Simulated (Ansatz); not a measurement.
A geometry of Cr away from equilibrium: step 2 of the relaxation of a relaxed Cr cell displaced along its unstable phonon at q = (½, 0, 0) of its primitive reciprocal cell (225i cm⁻¹), largest move 0.15 Å. The numbers are results of PBE (plane waves to 420 eV, PAW, scalar-relativistic; Ansatz, an electronic-structure program), not measurements. Γ-centred k-mesh 8×15×14 on the run's cell (coarser than for final values), Fermi–Dirac smearing 0.05 eV. The plane waves were selected for a different cell earlier on the path.

```yaml
crystal:
  lattice:
    - [2.32886, -4.48419, 0.00000]
    - [1.19934, 2.26054, 0.00000]
    - [0.00000, 0.00000, 2.24997]
  atoms:
    - { symbol: Cr, position: [0.25000, 0.50000, 0.15348] }
    - { symbol: Cr, position: [0.75000, 0.50000, 0.84652] }
```

Task: Give the Cartesian forces on all atoms (eV/Å).

Result: 
```
atom    Fx    Fy     Fz
----  ----  ----  -----
Cr1   0.00  0.00   0.87
Cr2   0.00  0.00  -0.87
```

The path ends in I4/mmm (No. 139). No spin polarisation in the result. A magnetic state may lie lower.

The run could not lose the symmetry of its start, so the end can be a saddle point.

The end of the path is a generated cell of Cr: the first start was made by placing the elements on the sites of a structure type, and the end was not matched to a known phase here, so it may be hypothetical. Known forms of Cr include space group No. 229.
